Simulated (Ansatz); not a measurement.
Input:

VIr3:
```xyz
4
Lattice="3.8095 0.0000 0.0000 0.0000 3.8095 0.0000 0.0000 0.0000 3.8095" Properties=species:S:1:pos:R:3 pbc="T T T"
V      0.0000     0.0000     0.0000
Ir     0.0000     1.9047     1.9047
Ir     1.9047     0.0000     1.9047
Ir     1.9047     1.9047     0.0000
```

This is the r²SCAN-relaxed structure.

Q: All from DFT-r²SCAN in the program Ansatz with PAW potentials, unless another level is named. Estimate the density of states at the Fermi level.

A: 0.44 states/eV per atom (mean over ±0.08 eV).

Q: What about the formation energy from the elements (no fitted shifts)?

A: -0.53 eV/atom.

Q: What about the gap with spin–orbit coupling?

A: none (metallic).

Space group Pm-3m (Cu3Au type). The workflow started from an entry of the Crystallography Open Database (COD). Its standing as an ambient phase is unchecked. The cell was relaxed with r²SCAN under the symmetry of its start; its stability against distortions is not shown here. The workflow began spin-polarised and lost its moments. The references are the lowest solids computed at this level, not always the standard phases. Scalar-relativistic: spin–orbit coupling is off unless named, which matters more the heavier the elements.

Potentials: the later of the program's two PAW sets.
